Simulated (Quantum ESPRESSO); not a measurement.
Band energies of Sr3SbN

```
CELL_PARAMETERS angstrom
      5.19497     0.00000     0.00000
      0.00000     5.19497     0.00000
      0.00000     0.00000     5.19497
ATOMIC_POSITIONS crystal
  N  0.50000 0.50000 0.50000
  Sr 0.00000 0.50000 0.50000
  Sr 0.50000 0.00000 0.50000
  Sr 0.50000 0.50000 0.00000
  Sb 0.00000 0.00000 0.00000
```

norm-conserving PBEsol (Quantum ESPRESSO, 84 Ry, with spin-orbit coupling); path ΓXMΓRX,MR; energies in eV from the valence-band maximum.

| k (1/Å) | point | band 50 | band 51 | band 52 | band 53 | band 54 | band 55 | band 56 | band 57 |
|---|---|---|---|---|---|---|---|---|---|
| 0.00 | Γ | 0.00 | 0.19 | 0.19 | 0.19 | 0.19 | 0.89 | 0.89 | 1.28 |
| 0.20 |  | -0.28 | 0.41 | 0.41 | 0.67 | 0.67 | 1.39 | 1.39 | 1.77 |
| 0.40 |  | -0.55 | 0.99 | 0.99 | 1.34 | 1.34 | 1.67 | 1.67 | 2.84 |
| 0.60 | X | -0.63 | 1.41 | 1.41 | 1.90 | 1.90 | 1.92 | 1.92 | 2.86 |
| 0.81 |  | -0.73 | 1.65 | 1.65 | 2.12 | 2.12 | 2.38 | 2.38 | 2.90 |
| 1.01 |  | -0.86 | 2.25 | 2.25 | 2.40 | 2.40 | 2.57 | 2.57 | 2.84 |
| 1.21 | M | -0.92 | 1.99 | 1.99 | 2.81 | 2.81 | 2.81 | 2.81 | 2.95 |
| 1.64 |  | -0.66 | 1.17 | 1.17 | 1.91 | 1.91 | 2.06 | 2.06 | 2.13 |
| 1.85 |  | -0.33 | 0.51 | 0.51 | 0.95 | 0.95 | 1.38 | 1.38 | 1.45 |
| 2.06 | Γ | 0.00 | 0.19 | 0.19 | 0.19 | 0.19 | 0.89 | 0.89 | 1.28 |
| 2.41 |  | -0.67 | 1.18 | 1.18 | 1.22 | 1.22 | 1.76 | 1.76 | 2.17 |
| 2.59 |  | -1.11 | 1.79 | 1.79 | 1.81 | 1.81 | 2.33 | 2.33 | 2.88 |
| 2.94 |  | -1.52 | 1.95 | 1.95 | 1.96 | 1.96 | 1.97 | 1.97 | 3.30 |
| 3.11 | R | -1.53 | 1.79 | 1.79 | 1.80 | 1.80 | 1.80 | 1.80 | 3.24 |
| 3.28 |  | -1.53 | 1.93 | 1.93 | 1.95 | 1.95 | 1.99 | 1.99 | 3.30 |
| 3.63 |  | -1.11 | 2.11 | 2.11 | 2.32 | 2.32 | 2.48 | 2.48 | 2.88 |
| 3.80 |  | -0.78 | 1.60 | 1.60 | 2.05 | 2.05 | 2.21 | 2.21 | 2.91 |
| 3.97 | X | -0.63 | 1.41 | 1.41 | 1.90 | 1.90 | 1.92 | 1.92 | 2.86 |
| 3.97 | M | -0.92 | 1.99 | 1.99 | 2.81 | 2.81 | 2.81 | 2.81 | 2.95 |
| 4.12 |  | -1.19 | 2.03 | 2.03 | 2.67 | 2.67 | 2.67 | 2.67 | 3.03 |
| 4.27 |  | -1.52 | 1.98 | 1.98 | 2.33 | 2.33 | 2.33 | 2.33 | 3.19 |
| 4.57 | R | -1.53 | 1.79 | 1.79 | 1.80 | 1.80 | 1.80 | 1.80 | 3.24 |

The PBEsol gap is direct, 0.19 eV at Γ.

The cell is held in this high symmetry; tilts and polar distortions were not searched. So small a PBEsol gap in heavy elements may be inverted, where one-shot corrections to single bands mislead.

Geometry of the Materials Project entry, not relaxed at this level.

The structure is a Materials Project entry; no match was found in the copy of COD used, and its stability was not checked.
